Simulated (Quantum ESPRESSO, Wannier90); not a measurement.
**Wannierisation of Bi2Pd (I4/mmm)**

Cell from Materials Project (mp-570197), symmetrised, no further relaxation. COD (Crystallography Open Database) has the formula in 2 space groups, this one among them (matched by group alone). Method: PBEsol plane waves in Quantum ESPRESSO 7.5 (PseudoDojo norm-conserving files, 66 Ry, no spin polarisation, no spin-orbit coupling), Bloch states on a 6×6×6 mesh through Γ, Wannier90 4.0.1. Density: 12×12×12 mesh, cold smearing 0.01 Ry. Spin-orbit coupling is left out although heavy elements are present.

```
begin unit_cell_cart
ang
    0.0000000000   -3.3866800000    0.0000000000
    3.3866800000    0.0000000000    0.0000000000
   -1.6933400000    1.6933400000    6.6234700000
end unit_cell_cart
mp_grid = 6 6 6
```

### Question
Which shells of neighbouring k-points and which b-vectors and weights does Wannier90 pick for this cell and mesh?

### Answer
```
 *---------------------------------- K-MESH ----------------------------------*
 +----------------------------------------------------------------------------+
 |                    Distance to Nearest-Neighbour Shells                    |
 |                    ------------------------------------                    |
 |          Shell             Distance (Ang^-1)          Multiplicity         |
 |          -----             -----------------          ------------         |
 |             1                   0.158104                      2            |
 |             2                   0.316208                      2            |
 |             3                   0.319156                      8            |
 |             4                   0.389685                      8            |
 |             5                   0.437290                      4            |
 |             6                   0.464994                      8            |
 |             7                   0.474312                      2            |
 |             8                   0.501838                      8            |
       ... (lines left out)
 +----------------------------------------------------------------------------+
 | The b-vectors are chosen automatically                                     |
 | The following shells are used:                       1,  3                 |
 +----------------------------------------------------------------------------+
 |                        Shell   # Nearest-Neighbours                        |
 |                        -----   --------------------                        |
 |                          1               2                                 |
 |                          2               8                                 |
 +----------------------------------------------------------------------------+
 | Completeness relation is fully satisfied [Eq. (B1), PRB 56, 12847 (1997)]  |
 +----------------------------------------------------------------------------+
 |                  b_k Vectors (Ang^-1) and Weights (Ang^2)                  |
 |                  ----------------------------------------                  |
 |            No.         b_k(x)      b_k(y)      b_k(z)        w_b           |
 |            ---        --------------------------------     --------        |
 |             1         0.000000    0.000000    0.158104    17.387728        |
 |             2         0.000000    0.000000   -0.158104    17.387728        |
 |             3         0.309211    0.000000    0.079052     2.614756        |
 |             4         0.000000   -0.309211    0.079052     2.614756        |
 |             5         0.309211    0.000000   -0.079052     2.614756        |
 |             6         0.000000   -0.309211   -0.079052     2.614756        |
 |             7        -0.309211    0.000000   -0.079052     2.614756        |
 |             8        -0.309211    0.000000    0.079052     2.614756        |
 |             9         0.000000    0.309211   -0.079052     2.614756        |
 |            10         0.000000    0.309211    0.079052     2.614756        |
```
